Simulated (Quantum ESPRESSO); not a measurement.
Nb2RhZr2Mo3, input and log of a self-consistent run

A calculation, not a measurement. The program is pw.x of Quantum ESPRESSO 7.5 (plane-wave density functional theory). The cell is made up: eight metal atoms on a face-centred cubic lattice, with elements, volume, strain and displacements drawn at random and not relaxed, so it may be unstable or far from any real phase. PseudoDojo standard norm-conserving files set the functional (PBE unless stated); there is no spin polarisation or spin-orbit coupling, the Fermi-Dirac width of 0.25 eV means electrons at about 2900 K, and the masses in the input are unused placeholders. A spin test at this wide smearing found no moment, but such smearing suppresses magnetism that the real alloy may have.

Input:

```
&control calculation='scf', pseudo_dir='./dojo.nc.sr.pbe.v0_5.standard.upf', outdir='./o', disk_io='minimal', tprnfor=.true., tstress=.true. /
&system ibrav=0, nat=8, ntyp=4, nbnd=73, ecutwfc=87.97787729, nosym=.true., tot_charge=0,
 occupations='smearing', smearing='fd', degauss=0.0183746611
/
&electrons conv_thr=1.470e-08, electron_maxstep=70, mixing_beta=0.5 /
ATOMIC_SPECIES
Mo 1.0 Mo.upf
Nb 1.0 Nb.upf
Rh 1.0 Rh.upf
Zr 1.0 Zr.upf
CELL_PARAMETERS angstrom
2.0871 4.1329 2.0907
2.0199 -4.0716 2.0352
4.1727 0.0059 -4.1916
ATOMIC_POSITIONS angstrom
Nb -0.0017 0.1587 0.0208
Rh 2.0176 -0.108 -2.07
Zr 2.0407 -2.0431 -0.0822
Mo 4.12 -2.0814 -2.0239
Nb 2.1118 2.1679 -0.085
Mo 4.2338 2.0922 -2.0892
Mo 2.1029 -0.1734 2.1354
Zr 4.054 0.0204 -0.1766
K_POINTS automatic
5 5 4 1 1 1
```

The log is shortened where brackets say so; the opening notice, blank lines, dates and the lines on written files are dropped, and the path of the files is cut. It prints rydbergs, bohrs and kilobars, and counts compression as positive stress. Its total energy is the free energy E - TS of the whole cell.

```
     Program PWSCF v.7.5
     Parallel version (MPI & OpenMP), running on       4 processor cores
     Number of MPI processes:                 4
     Threads/MPI process:                     1
     [start-up lines left out]
     bravais-lattice index     =            0
     lattice parameter (alat)  =       9.6001  a.u.
     unit-cell volume          =     953.0597 (a.u.)^3
     number of atoms/cell      =            8
     number of atomic types    =            4
     number of electrons       =       109.00
     number of Kohn-Sham states=           73
     kinetic-energy cutoff     =      87.9779  Ry
     charge density cutoff     =     351.9115  Ry
     scf convergence threshold =      1.5E-08
     mixing beta               =       0.5000
     number of iterations used =            8  plain     mixing
     Exchange-correlation= PBE
                           (   1   4   3   4   0   0   0)
     [axes and pseudopotential details left out]
   Cartesian axes
     site n.     atom                  positions (alat units)
         1        Nb     tau(   1) = (  -0.0003346   0.0312393   0.0040944  )
         2        Rh     tau(   2) = (   0.3971540  -0.0212592  -0.4074687  )
         3        Zr     tau(   3) = (   0.4017011  -0.4021735  -0.0161806  )
         4        Mo     tau(   4) = (   0.8110004  -0.4097127  -0.3983941  )
         5        Nb     tau(   5) = (   0.4156968   0.4267398  -0.0167318  )
         6        Mo     tau(   6) = (   0.8334014   0.4118386  -0.4112481  )
         7        Mo     tau(   7) = (   0.4139449  -0.0341329   0.4203423  )
         8        Zr     tau(   8) = (   0.7980087   0.0040156  -0.0347628  )
     number of k points=    50  Fermi-Dirac smearing, width (Ry)=  0.0184
                       cart. coord. in units 2pi/alat
        k(    1) = (   0.1998011  -0.0019571   0.0473996), wk =   0.0400000
        k(    2) = (   0.3519924  -0.0021789  -0.1040912), wk =   0.0400000
     [further k points left out]
     Dense  grid:   106233 G-vectors     FFT dimensions: (  60,  60,  72)
     Estimated max dynamical RAM per process >     374.32 MB
     Estimated total dynamical RAM >       1.39 GB
     Initial potential from superposition of free atoms
     starting charge     108.9857, renormalised to     109.0000
     Starting wfcs are   80 randomized atomic wfcs
     total cpu time spent up to now is        5.0 secs
     per-process dynamical memory:   299.3 Mb
     Self-consistent Calculation
     iteration #  1     ecut=    87.98 Ry     beta= 0.50
     Davidson diagonalization with overlap
     ethr =  1.00E-02,  avg # of iterations =  2.5
     total cpu time spent up to now is       15.1 secs
     total energy              =   -1106.40450129 Ry
     estimated scf accuracy    <       2.71834396 Ry
     iteration #  2     ecut=    87.98 Ry     beta= 0.50
     Davidson diagonalization with overlap
     ethr =  2.49E-03,  avg # of iterations =  5.2
     total cpu time spent up to now is       27.7 secs
     total energy              =   -1106.05561769 Ry
     estimated scf accuracy    <      17.38113789 Ry
     iteration #  3     ecut=    87.98 Ry     beta= 0.50
     Davidson diagonalization with overlap
     ethr =  2.49E-03,  avg # of iterations =  2.5
     total cpu time spent up to now is       37.8 secs
     total energy              =   -1107.38472695 Ry
     estimated scf accuracy    <       4.78485510 Ry
     iteration #  4     ecut=    87.98 Ry     beta= 0.50
     Davidson diagonalization with overlap
     ethr =  2.49E-03,  avg # of iterations =  2.0
     total cpu time spent up to now is       46.5 secs
     total energy              =   -1107.74386889 Ry
     estimated scf accuracy    <       0.34666400 Ry
     iteration #  5     ecut=    87.98 Ry     beta= 0.50
     Davidson diagonalization with overlap
     ethr =  3.18E-04,  avg # of iterations =  6.2
     total cpu time spent up to now is       58.1 secs
     total energy              =   -1107.77733659 Ry
     estimated scf accuracy    <       0.20625936 Ry
     [iterations 6 to 14 left out]
     iteration # 15     ecut=    87.98 Ry     beta= 0.50
     Davidson diagonalization with overlap
     ethr =  1.49E-08,  avg # of iterations =  2.1
     total cpu time spent up to now is      140.8 secs
     total energy              =   -1107.80799978 Ry
     estimated scf accuracy    <       0.00001123 Ry
     iteration # 16     ecut=    87.98 Ry     beta= 0.50
     Davidson diagonalization with overlap
     ethr =  1.03E-08,  avg # of iterations =  1.0
     total cpu time spent up to now is      147.8 secs
     total energy              =   -1107.80800079 Ry
     estimated scf accuracy    <       0.00000056 Ry
     iteration # 17     ecut=    87.98 Ry     beta= 0.50
     Davidson diagonalization with overlap
     ethr =  5.12E-10,  avg # of iterations =  4.9
     total cpu time spent up to now is      157.8 secs
     total energy              =   -1107.80800080 Ry
     estimated scf accuracy    <       0.00000150 Ry
     iteration # 18     ecut=    87.98 Ry     beta= 0.50
     Davidson diagonalization with overlap
     ethr =  5.12E-10,  avg # of iterations =  1.8
     total cpu time spent up to now is      165.7 secs
     total energy              =   -1107.80800092 Ry
     estimated scf accuracy    <       0.00000003 Ry
     iteration # 19     ecut=    87.98 Ry     beta= 0.50
     Davidson diagonalization with overlap
     ethr =  2.63E-11,  avg # of iterations =  4.6
     total cpu time spent up to now is      175.0 secs
     End of self-consistent calculation
     [lines on levels left out]
!    total energy              =   -1107.80800092 Ry
     estimated scf accuracy    <       0.00000001 Ry
     smearing contrib. (-TS)   =      -0.15421156 Ry
     internal energy E=F+TS    =   -1107.65378936 Ry
     The total energy is F=E-TS. E is the sum of the following terms:
     one-electron contribution =    -207.69779668 Ry
     hartree contribution      =     165.67206499 Ry
     xc contribution           =    -192.19109746 Ry
     ewald contribution        =    -873.43696021 Ry
     convergence has been achieved in  19 iterations
     Forces acting on atoms (cartesian axes, Ry/au):
     atom    1 type  2   force =    -0.01100329   -0.02097648    0.05065048
     atom    2 type  3   force =     0.00916611    0.01854595   -0.03013220
     atom    3 type  4   force =    -0.04178363   -0.02190410   -0.00245075
     atom    4 type  1   force =     0.01374961   -0.00998127   -0.03913561
     atom    5 type  2   force =    -0.00052494   -0.01293037    0.02224605
     atom    6 type  1   force =     0.02866854   -0.00105319    0.00437322
     atom    7 type  1   force =    -0.02478609    0.01405424    0.00894143
     atom    8 type  4   force =     0.02651370    0.03424521   -0.01449262
     Total force =     0.114002     Total SCF correction =     0.000565
     Computing stress (Cartesian axis) and pressure
          total   stress  (Ry/bohr**3)                   (kbar)     P=       41.31
   0.00026666   0.00005738   0.00001645           39.23        8.44        2.42
   0.00005738   0.00025767   0.00001707            8.44       37.91        2.51
   0.00001645   0.00001707   0.00031818            2.42        2.51       46.81
     init_run     :      4.73s CPU      4.90s WALL (       1 calls)
     electrons    :    166.12s CPU    169.98s WALL (       1 calls)
     forces       :      1.41s CPU      1.41s WALL (       1 calls)
     stress       :      4.80s CPU      4.80s WALL (       1 calls)
     [timing details left out]
     PWSCF        :   2m57.18s CPU   3m 1.27s WALL
     JOB DONE.
```

In other units: free energy -15072.496 eV for the cell, pressure 4.13 GPa, largest force component 1.302 eV/Å in size. The run took 183 s of wall time with four MPI processes on a shared machine (AMD EPYC, Zen 5, virtual cores), so the time is rough. A rerun of this cell at a higher cutoff and on a denser mesh moved values by no more than 0.010 eV in energy, 0.08 GPa in stress and 0.006 eV/Å in force, and a second program with other atomic files agreed on that cell to 2 % rms in force and 0.5 GPa in pressure.